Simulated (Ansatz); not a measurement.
Here is the system:

Co3C:
```
CELL_PARAMETERS angstrom
      0.00000     2.66828     2.66828
      2.66828     0.00000     2.66828
      2.66828     2.66828     0.00000
ATOMIC_POSITIONS crystal
  C  0.00000 0.00000 0.00000
  Co 0.50000 0.50000 0.50000
  Co 0.25000 0.25000 0.25000
  Co 0.75000 0.75000 0.75000
```
Starting moments (μB, in the order of the atoms C Co Co Co): 0.1 1.6 1.4 1.4.

This is the PBE-relaxed structure.

Problem. All from DFT-PBE in the program Ansatz with PAW potentials, unless another level is named. Estimate the electronic character.

Solution. metallic (no gap).

Problem. And the density of states at the Fermi level?

Solution. 0.93 states/eV per atom (mean over ±0.08 eV).

Space group Fm-3m. The cell is a constructed one: a structure type filled with these elements; neither database checked (COD, Materials Project) lists it. Its standing as an ambient phase is unchecked. The cell was relaxed with PBE under the symmetry of its start; whether a distortion lowers the energy is not shown. Magnetic state: ferromagnetic, the only order run, not a proven ground state.

Potentials: the earlier of the program's two PAW sets.
